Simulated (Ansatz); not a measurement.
With r²SCAN (plane waves, PAW; program Ansatz), ZnInGaO4 in the trigonal phase (R3m; Pearson symbol hR7) relaxes to a = 3.310 Å, c = 25.766 Å. In has 6 nearest neighbours from 2.19 Å (octahedral); Ga has 5 nearest neighbours from 1.91 Å (trigonal bipyramidal); O on 3a has 4 nearest neighbours from 1.97 Å (tetrahedral). Its formation energy from the elements is -1.85 eV/atom, with no fitted shifts.

It is gapped at this level: 1.77 eV (direct). The valence maximum lies at Γ and the conduction minimum at Γ. The screened hybrid HSE06 puts the gap at 3.01 eV. Gap from r²SCAN with spin–orbit coupling: 1.74 eV. Electrons at the band edge weigh 0.22 mₑ (isotropic).

An equation-of-state fit gives a bulk modulus of 180 GPa. Bader charges are In +1.96, Ga +1.98, Zn +1.31, O -1.34 to -1.30 e.

The cell was relaxed with r²SCAN under the symmetry of its start. The references are the lowest solids computed at this level, not always the standard phases (solids in place of the gases). Spin–orbit coupling is left out wherever it is not named.

Potentials: the later of the program's two PAW sets.
